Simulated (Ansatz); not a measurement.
An Ansatz (an electronic-structure program) run. Input:

Ansatz 0.2 input:
```yaml
crystal:
  lattice:
    - [4.1616801815, 0.0, 0.0]
    - [-2.0808400907, 3.6041207596, 0.0]
    - [0.0, 0.0, 9.5032477018]
  atoms:
    - { symbol: Hg, position: [0.7134676277, 0.0, 0.6666666667] }
    - { symbol: Hg, position: [0.0, 0.7134676277, 0.3333333333] }
    - { symbol: Hg, position: [0.2865323723, 0.2865323723, 0.0] }
    - { symbol: S, position: [0.498729462, 0.0, 0.1666666667] }
    - { symbol: S, position: [0.0, 0.498729462, 0.8333333333] }
    - { symbol: S, position: [0.501270538, 0.501270538, 0.5] }
kpoints:
  mp_grid: { grid: [5, 5, 2] }
hamiltonian:
  xc: hse06
  pseudopotentials: { kind: paw }
scf:
  n_extra_bands: 6
  occupations: { method: fixed }
output:
  eigenvalues: true
  eigenstates:
    e_range: [-9.0, 9.9]
    kpoints:
      - [-0.083333, 0.0, 0.369792]  # VBM
      - [0.0, 0.0, 0.0]  # CBM
      - [0.0, 0.0, 0.0]  # GAMMA
      - [0.0, 0.0, 0.5]  # A
      - [0.3333333333, 0.3333333333, 0.0]  # K
      - [0.3333333333, 0.3333333333, 0.5]  # H
      - [0.5, 0.0, 0.0]  # M
      - [0.5, 0.0, 0.5]  # L
```

Output (shortened):

```
Pseudopotential: Hg, paw, valence charge 20
Pseudopotential: S, paw, valence charge 6
Functional definition: HSE06
davidson cushion auto → on  (no smearing: the cushion is to keep the highest requested band from converging to the state above it …
Crystal: 6 atoms, lattice volume = 142.541 Å³
Basis set: ecut = 420 eV, 2737 PW (Γ)
Bands: 45, of which v1, the nominal top of the filled ones, is band 39 counted from 1 (38 counted from 0)
Symmetry: 6 space group operations
Space group: P3221 (ITA 154), of the structure as read, at distance tolerance 5.2e-5 Å
k-points: 10 of 50 (time reversal used)
SCF iter   1: F=—  HF=-44147.310168 eV  |F-HF|=—  |Δ(HF+E_count)|=         —  Δρ=2.36e-3  dr2=5.48e-3  ethr=1.77e-3  ⟨swp⟩=8.6  Hψ=1972  notcnv=0
preconditioner: auto → none
SCF iter   2: F=—  HF=-44147.310047 eV  |F-HF|=—  |Δ(HF+E_count)|=   1.21e-4  Δρ=8.25e-4  dr2=9.15e-4  ethr=7.03e-6  ⟨swp⟩=4.2  Hψ=1455  notcnv=0
SCF iter   3: F=-44147.310073 eV  HF=-44147.309965 eV  |F-HF|=1.08e-4  |Δ(HF+E_count)|=   8.22e-5  Δρ=4.34e-4  dr2=9.47e-5  ethr=1.17e-6  ⟨swp⟩=3.0  Hψ=1263  notcnv=0
SCF 1 stopped early in 3 iterations: F = -44147.310073 eV  dr2 = 9.47e-5
Crystal: 6 atoms, lattice volume = 142.541 Å³
Exchange kernel: α = 0.2500, screened, ω = 0.2079 Å⁻¹, Wigner–Seitz truncation, v(0) = 1045.0480 eV·Å³, q-mesh 5×5×2, nearest image of the exchange supercell L …
Frozen-core exchange: fock
SCF iter   1: F=—  HF=-44158.931273 eV  |F-HF|=—  |Δ(HF+E_count)|=         —  Δρ=8.29e-3  dr2=6.91e-2  ethr=1.21e-6  ⟨swp⟩=6.3  Hψ=2228  notcnv=0
preconditioner: auto → none
SCF iter   2: F=—  HF=-44158.909670 eV  |F-HF|=—  |Δ(HF+E_count)|=   2.16e-2  Δρ=3.44e-3  dr2=1.05e-2  ethr=1.21e-6  ⟨swp⟩=4.0  Hψ=1739  notcnv=0
SCF iter   3: F=—  HF=-44158.937912 eV  |F-HF|=—  |Δ(HF+E_count)|=   2.82e-2  Δρ=2.29e-3  dr2=3.79e-3  ethr=1.21e-6  ⟨swp⟩=4.0  Hψ=1659  notcnv=0
SCF iter   4: F=—  HF=-44158.936878 eV  |F-HF|=—  |Δ(HF+E_count)|=   1.03e-3  Δρ=6.70e-4  dr2=3.33e-4  ethr=1.21e-6  ⟨swp⟩=3.0  Hψ=1290  notcnv=0
SCF iter   5: F=—  HF=-44158.937434 eV  |F-HF|=—  |Δ(HF+E_count)|=   5.56e-4  Δρ=2.56e-4  dr2=6.57e-5  ethr=3.48e-7  ⟨swp⟩=3.6  Hψ=1154  notcnv=0
iter 6 solved again at ethr=6.95e-10 eV; its pass at ethr=7.87e-8 eV (dr2=5.42e-7 eV) is discarded
SCF iter   6: F=-44158.937416 eV  HF=-44158.937416 eV  |F-HF|=5.02e-8  |Δ(HF+E_count)|=   1.76e-5  Δρ=2.93e-5  dr2=4.79e-6  ethr=6.95e-10  ⟨swp⟩=4.0  Hψ=2312  notcnv=0
SCF 2 stopped early in 6 iterations: F = -44158.937416 eV  dr2 = 4.79e-6
hybrid outer 1: dexx = +3.428e-2 eV, tail = 9.02e-5 eV
Crystal: 6 atoms, lattice volume = 142.541 Å³
Exchange kernel: α = 0.2500, screened, ω = 0.2079 Å⁻¹, Wigner–Seitz truncation, v(0) = 1045.0480 eV·Å³, q-mesh 5×5×2, nearest image of the exchange supercell L …
Frozen-core exchange: fock
SCF iter   1: F=—  HF=-44158.937433 eV  |F-HF|=—  |Δ(HF+E_count)|=         —  Δρ=6.26e-5  dr2=2.30e-6  ethr=5.78e-7  ⟨swp⟩=3.0  Hψ=1133  notcnv=0
preconditioner: auto → none
iter 2 solved again at ethr=1.90e-10 eV; its pass at ethr=2.81e-9 eV (dr2=1.48e-7 eV) is discarded
SCF iter   2: F=—  HF=-44158.937432 eV  |F-HF|=—  |Δ(HF+E_count)|=   6.95e-7  Δρ=1.88e-5  dr2=2.30e-7  ethr=1.90e-10  ⟨swp⟩=2.0  Hψ=2242  notcnv=0
SCF iter   3: F=-44158.937433 eV  HF=-44158.937433 eV  |F-HF|=1.47e-8  |Δ(HF+E_count)|=   4.52e-7  Δρ=3.58e-6  dr2=2.11e-8  ethr=1.90e-10  ⟨swp⟩=4.6  Hψ=1355  notcnv=0  defer=4
SCF 3 converged in 3 iterations: F = -44158.937433 eV  dr2 = 2.11e-8
hybrid outer 2: dexx = +1.037e-6 eV, tail = 9.74e-8 eV, Δε = 1.89e-3 eV (about 6.40e-5 eV left of the loop's levels)
NSCF: frozen V_eff on 8 k-points
hybrid SCF converged: 2 outer / 9 inner (+3 warm-up), last move |dexx| = 1.04e-6 eV, tail = 9.74e-8 eV
Stability not checked (fock_operator)
Free energy (F): -44158.937433 eV
Frozen-core exchange: fock
Harris-Foulkes:  -44158.937433 eV  (|F-HF|=1.47e-8)
Internal energy: -44158.937433 eV  (E = F + TS)
E sigma→0 (E₀):  -44158.937433 eV
Fermi energy:    8.110361 eV
--- Per-component energies (eV) ---
  E_band       = -1601.974567
  E_kinetic    = 2127.106335
  E_local      = -9786.036406  (includes V_loc(G=0)·N_el)
  E_nonlocal   = 311.294404
  E_hartree    = 4158.217790
  E_xc         = -759.311506
  E_vxc        = -831.017477  (∫ρ·V_xc dr)
  E_exx        = -266.735338  (= α·E_x^exact, valence–valence)
  E_paw        = -31569.581568  (= ΣΔE_a)
  E_vpaw       = -1206.289128  (= ΣTr[D̂ρ^β])
  E_aug_tail   = 0.002822  (compensation charges beyond the density's cutoff)
  E_ewald      = -8368.117642
  E_core_change = -5.776325  (= ΣΔE_core)
  E_smearing   =  0.000000  (= −TS)
  E_closure    = 0.000000  (closes the sum)
  Σ components = -44158.937433   (vs F -44158.937433, Δ=-7.28e-12)
  [band-id]    e_kinetic+e_local+e_nonlocal+2·e_hartree+e_vxc+2·e_exx+e_vpaw+e_augmentation_tail = -1601.974546   (vs E_band -1601.974567, Δ=2.08e-5)
--- Band table (eV; the first three rows and the last of 10) ---
  k-point 0: bands = ["-110.5897", "-110.5897", "-110.5897", "-57.8815", "-57.8815", "-57.8805", "-57.7445", "-57.7444", "-57.7444", "-57.7258", "-57.7258", "-57.7256", "-6.2621", "-5.2575", "-5.2575", "0.1887", "0.1887", "0.5446", "0.5665", "0.5665", …
  k-point 1: bands = ["-110.5897", "-110.5897", "-110.5897", "-57.8819", "-57.8808", "-57.8808", "-57.7445", "-57.7445", "-57.7444", "-57.7258", "-57.7256", "-57.7256", "-5.9725", "-5.9725", "-4.7778", "-0.3171", "0.4223", "0.4223", "0.6858", "0.8603", …
  k-point 2: bands = ["-110.5898", "-110.5897", "-110.5897", "-57.8815", "-57.8814", "-57.8804", "-57.7446", "-57.7445", "-57.7444", "-57.7258", "-57.7258", "-57.7256", "-6.0639", "-5.2400", "-5.1800", "0.1379", "0.1737", "0.5596", "0.6622", "0.7953", …
  k-point 9: bands = ["-110.5898", "-110.5898", "-110.5898", "-57.8817", "-57.8807", "-57.8806", "-57.7446", "-57.7446", "-57.7445", "-57.7258", "-57.7257", "-57.7257", "-5.4778", "-5.3897", "-4.9406", "-0.1538", "0.5956", "0.6126", "0.7844", "0.8924", …
```

Cost: around 8 core-minutes (rough) on shared cores.

The points marked VBM and CBM come from a semilocal run.

Space group P3_221. The cell was relaxed with PBE+D3(BJ) under the symmetry of its start; of distortions, only those at the zone centre were tested. Scalar-relativistic: spin–orbit coupling is off unless named, which matters more the heavier the elements.

Potentials: the later of the program's two PAW sets.

Ansatz is a plane-wave DFT program.
